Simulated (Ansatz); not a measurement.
Te₂I₃: relaxation step by step

The guess for Te₂I₃ was made by a generator: random cell by space group and Wyckoff sites (P6/mmm, No. 191). Lengths were set from tabulated atomic sizes, so they are only a guess.

```xyz
5
Lattice="6.5812 0.0000 0.0000 -3.2906 5.6995 0.0000 0.0000 0.0000 6.0738" Properties=species:S:1:pos:R:3 pbc="T T T"
Te    0.0000    3.7996    3.0369
Te    3.2906    1.8998    3.0369
I     3.2906    0.0000    0.0000
I    -1.6453    2.8497    0.0000
I     1.6453    2.8497    0.0000
```

Level of theory: DFT PBE, scalar-relativistic, plane waves, PAW in Ansatz 0.2.0. Cutoff 420 eV, Gaussian smearing, Γ-centred meshes. Cell and atoms relax first on a coarse mesh and then on a finer one. In between, the cell is made exact in the group found at 0.06 Å. In metals the finer mesh still leaves noise of several meV/atom or more. The steps can't lower the symmetry of their start. No spin polarisation.

Steps on the 6×6×6 mesh (5 atoms, 17 steps). The free energy counts from the last step; some steps are skipped; the plane-wave basis is renewed at times, which shifts energy and pressure.

```csv
step,ΔF (meV/atom),V (Å³/atom),P (GPa)
1,556.7,44.40,0.55
2,549.6,45.42,0.00
3,527.3,45.65,-0.15
5,297.5,45.17,0.36
6,182.7,44.77,1.07
7,80.7,45.92,1.14
8,59.6,48.96,-0.72
10,57.3,48.00,0.01
11,32.6,48.00,0.95
12,19.4,49.35,0.58
13,5.4,51.72,0.03
15,0.6,52.78,-0.04
16,0.6,52.75,-0.01
17,0.0,52.75,0.01
```

The relaxed structure, after a last relaxation on the converged mesh:

```cif
data_structure
_symmetry_space_group_name_H-M 'P 1'
_symmetry_Int_Tables_number 1
_cell_length_a 8.3857
_cell_length_b 8.3857
_cell_length_c 4.3148
_cell_angle_alpha 90.000
_cell_angle_beta 90.000
_cell_angle_gamma 120.000
_cell_volume 262.76
loop_
_atom_site_label
_atom_site_type_symbol
_atom_site_fract_x
_atom_site_fract_y
_atom_site_fract_z
_atom_site_occupancy
Te1 Te 0.33333 0.66667 0.50000 1
Te2 Te 0.66667 0.33333 0.50000 1
I1 I 0.50000 0.00000 0.00000 1
I2 I 0.00000 0.50000 0.00000 1
I3 I 0.50000 0.50000 0.00000 1
```

The symmetry stays P6/mmm (No. 191). The volume per atom grows by 15.3 %, from 45.6 to 52.6 Å³. The shortest distance goes from 3.29 Å (I–I) to 3.24 Å (Te–I). The ratio c/a of the conventional cell changes by a factor of 0.56. The energy falls by about 0.50 eV/atom (the start's value is from the coarse mesh). Around Te lie 6 I at 3.24 Å; I is surrounded by 4 Te at 3.24 Å.

```yaml
Volume_per_atom: 52.55 Å³
Density: 4.02 g/cm³
Energy_over_the_elements: +0.14 eV/atom
Gap_on_the_6×6×10_mesh_of_the_5-atom_cell: 0 eV (a metal)
```

The zero of energy is the elements' standard structures at the same level; no fitted shifts are applied.

The last run used Gaussian smearing of 0.10 eV. Spin–orbit coupling, which can matter for I and Te, is left out. An odd number of electrons in the primitive cell allows no gap without spin; a larger cell or a magnetic state could open one. The cell is a metal run without spin; a magnetic state may lie lower. The reference forms of I and Te are held partly by dispersion forces, which this level lacks. Symmetry constrained the relaxation, so the result can be a saddle point. In all, the 4 runs took 3.6 min on 1 thread of Intel(R) Xeon(R) 6975P-C (Granite Rapids), with other jobs on the host. Another cell of Te2I3 relaxed alike, in R-3m, lies 86 meV/atom lower, so this cell isn't the stable form at this level.
